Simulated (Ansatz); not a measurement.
SiNi$_{2}$:
```cif
data_Ni8Si4
_chemical_formula_sum 'Si4 Ni8'
_space_group_name_H-M_alt 'Pnma'
_space_group_IT_number 62
_space_group_name_Hall '-P 2ac 2n'
_cell_length_a 4.92163
_cell_length_b 3.69594
_cell_length_c 7.00403
_cell_angle_alpha 90.000
_cell_angle_beta 90.000
_cell_angle_gamma 90.000
loop_
_atom_site_label
_atom_site_type_symbol
_atom_site_symmetry_multiplicity
_atom_site_Wyckoff_symbol
_atom_site_fract_x
_atom_site_fract_y
_atom_site_fract_z
_atom_site_occupancy
Si1 Si 4 c 0.20847 0.75000 0.11345 1
Ni1 Ni 4 c 0.45768 0.25000 0.29272 1
Ni2 Ni 4 c 0.17118 0.75000 0.43978 1
```

Relaxed at zero pressure with the program Ansatz at the PBEsol level (PAW).

Problem. The volume is raised by 9 % and shape and atoms relax at that volume. What pressure results, and how do the axes share the change?

Solution. -14.8 GPa; a 5.1 %, b 1.8 %, c 1.9 %; the energy rises by 48 meV/atom.

Problem. Give the new structure.

Solution. 
Space group Pnma (No. 62); a = 5.1724 Å, b = 3.7610 Å, c = 7.1386 Å, α = 90.00°, β = 90.00°, γ = 90.00°

```
atom  site  symmetry       x       y       z
----  ----  --------  ------  ------  ------
Si      4c       .m.  0.2210  0.7500  0.1165
Ni      4c       .m.  0.4618  0.2500  0.3009
Ni      4c       .m.  0.1662  0.7500  0.4400
```

The phase is kept; no other phase was compared at this pressure.

The PBEsol relaxation kept the symmetry of its start; of distortions, only those at the zone centre were tested. No spin polarisation was allowed.

Potentials: the later of the program's two PAW sets.
